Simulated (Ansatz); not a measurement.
SrLi2SnS4:
Space group I-42m (No. 121); a = b = 6.5728 Å, c = 7.7117 Å, α = β = γ = 90.00°

```json
[
 {"atom": "Sn", "site": "2a", "symmetry": "-42m", "x": "0.0000", "y": "0.0000", "z": "0.0000"},
 {"atom": "Sr", "site": "2b", "symmetry": "-42m", "x": "0.0000", "y": "0.0000", "z": "0.5000"},
 {"atom": "Li", "site": "4d", "symmetry": "-4..", "x": "0.0000", "y": "0.5000", "z": "0.2500"},
 {"atom": "S", "site": "8i", "symmetry": "..m", "x": "0.2901", "y": "0.2901", "z": "0.3226"}
]
```
(The calculation used a cell of 8 atoms; values per cell refer to that cell.)

Relaxed with LDA.

**Question.** Give the optical modes at the zone centre with their infrared and Raman activity from DFPT, LDA in the plane-wave PAW code Ansatz.

**Answer.** Transverse frequencies, without the LO–TO term; a row sums one degenerate level.

| ω (cm⁻¹) | degeneracy | IR ((D/Å)²/amu) | Raman (Å⁴/amu) | activity | symmetry |
|---|---|---|---|---|---|
| 99 | 2 | 0.63 | 0 | IR | E |
| 108 | 1 | 0.49 | 3.6 | IR+Raman | B2 |
| 141 | 2 | 1.15 | 110 | IR+Raman | E |
| 166 | 2 | 7.62 | 5.0 | IR+Raman | E |
| 171 | 1 | 0.00 | 11 | Raman | A1 |
| 183 | 1 | 10.01 | 56 | IR+Raman | B2 |
| 196 | 1 | 2.71 | 7.7 | IR+Raman | B2 |
| 200 | 1 | 0.00 | 0 | silent | A2 |
| 203 | 1 | 0.00 | 2.4 | Raman | B1 |
| 248 | 1 | 0.00 | 3.2 | Raman | B1 |
| 335 | 1 | 0.00 | 2200 | Raman | A1 |
| 357 | 2 | 21.17 | 400 | IR+Raman | E |
| 361 | 1 | 3.91 | 350 | IR+Raman | B2 |
| 369 | 2 | 0.01 | 8.2 | IR+Raman | E |
| 388 | 2 | 20.16 | 32 | IR+Raman | E |

**Question.** How high does the top mode go among those that the LO–TO term moves?

**Answer.** 437 cm⁻¹ for q along x, 437 cm⁻¹ for q along y, 379 cm⁻¹ for q along z.

The workflow started from an entry of the Crystallography Open Database (COD, 296 K). Whether it is the stable phase at ambient conditions was not checked. Symmetry was held in the LDA relaxation; phonons on a q-mesh show no instability. Scalar-relativistic: spin–orbit coupling is off unless named, which matters more the heavier the elements.

Potentials: the later of the program's two PAW sets.
